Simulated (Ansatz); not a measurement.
# Computed properties of CaSi₂

CaSi2:
```
CELL_PARAMETERS angstrom
      1.91054     1.10305     9.80088
     -1.91054     1.10305     9.80088
      0.00000    -2.20610     9.80088
ATOMIC_POSITIONS crystal
  Ca 0.92044 0.92044 0.92044
  Ca 0.07956 0.07956 0.07956
  Si 0.65301 0.65301 0.65301
  Si 0.34699 0.34699 0.34699
  Si 0.18306 0.18306 0.18306
  Si 0.81694 0.81694 0.81694
```

Space group R-3m (No. 166); conventional cell a = b = 3.8211 Å, c = 29.4026 Å, α = β = 90.00°, γ = 120.00°.

Method: LDA in the plane-wave PAW code Ansatz. Structure relaxed to zero pressure with the same functional. Other levels are named where they apply.

**Cell and energy**

```yaml
volume_per_atom: 20.65 Å³
density: 2.58 g/cm³
Formation energy from the elements (no fitted shifts): -0.46 eV/atom
```

**Electronic structure**

```yaml
electronic_character: metallic (no gap)
Density of states at the Fermi level: 0.18 states/eV per atom (mean over ±0.08 eV)
```

**Mechanics**

```yaml
Bulk modulus (Birch–Murnaghan fit): 680 kbar
Pressure derivative B′: 3.9
```

**Phonons**

```yaml
highest_zone_centre_frequency: 460 cm⁻¹
zone_centre_stability: no imaginary mode at Γ
```

The first step of the workflow began from a Materials Project structure, measured or hypothetical; the Crystallography Open Database copy checked does not list it. COD files the formula under space group No. 164, so this cell is another polymorph or a model. Whether it is the stable phase at ambient conditions was not checked. The LDA relaxation kept the symmetry of its start. As this level gives no gap, phonon frequencies hold no LO–TO term and depend on the k-mesh and smearing (Fermi–Dirac, 0.1 eV here). The references are the lowest solids computed at this level, not always the standard phases.

Potentials: the later of the program's two PAW sets.
